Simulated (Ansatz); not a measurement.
FeSi: do energies and stresses tell the same story?

Method: DFT PBEsol, scalar-relativistic, plane waves, PAW (Ansatz 0.2.0).

Plane waves to 420 eV, a k mesh through Γ of 8×8×8 on the computed 8-atom cell and Gaussian smearing (0.01 eV); no spin polarisation.

Relaxed cell: P2_13, a = 4.403 Å, b = 4.403 Å, c = 4.403 Å, α = 90.00°, β = 90.00°, γ = 90.00°, 8 atoms in the primitive cell.

Energies at zero smearing and pressures from the stress tensor, at volumes with shape and atoms relaxed:
```tsv
V (Å³/atom)	E − E(first) (meV/atom)	P (GPa)
10.032	0.00	17.10
10.352	-24.66	7.84
10.672	-32.27	0.02
10.992	-25.53	-6.56
11.312	-6.73	-12.08
```

Problem. Check P = −dE/dV between neighbouring volumes, and get the bulk modulus from the pressures alone.

Solution. With 1 eV/Å³ = 160.2 GPa:
```tsv
middle V (Å³/atom)	−ΔE/ΔV (GPa)	mean P (GPa)
10.192	12.340	12.470
10.512	3.812	3.926
10.832	-3.373	-3.274
11.152	-9.409	-9.322
```

The two differ by 0.13 GPa at most. The mean of two end pressures misses the average over a step by about ΔV² P″/12, up to 0.13 GPa here; with that taken off 0.00 GPa remains. Around V = 10.672 Å³/atom, the two neighbours give B = −V ΔP/ΔV = 10.672 × 14.40 / 0.640 = 240.0 GPa, against B0 = 238.6 GPa from the Birch–Murnaghan fit of the energies.

A ferromagnetic start lost its moments in a first run, so spin was left out; other magnetic orders weren't tried.